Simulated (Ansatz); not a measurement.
ZrRh:
```
ZrRh
1.0
    3.25393     0.00000     0.00000
    0.00000     3.25393     0.00000
    0.00000     0.00000     3.25393
Rh Zr
1 1
Direct
  0.00000   0.00000   0.00000
  0.50000   0.50000   0.50000
```

Relaxed with PBEsol.

Q: Give the Bader charges and basin volumes of the independent atoms, the program Ansatz at the PBEsol level (PAW).

A: 

| atom | Bader charge (e) | Bader volume (Å³) |
|---|---|---|
| Rh1 | -1.42 | 20.7 |
| Zr2 | +1.42 | 13.8 |

Space group Pm-3m (CsCl type). The workflow started from an entry of the Crystallography Open Database (COD), which files this formula under 2 space groups. Its standing as an ambient phase is unchecked. The PBEsol relaxation kept the symmetry of its start; whether a distortion lowers the energy is not shown. The run is not spin-polarised.

Potentials: the later of the program's two PAW sets.
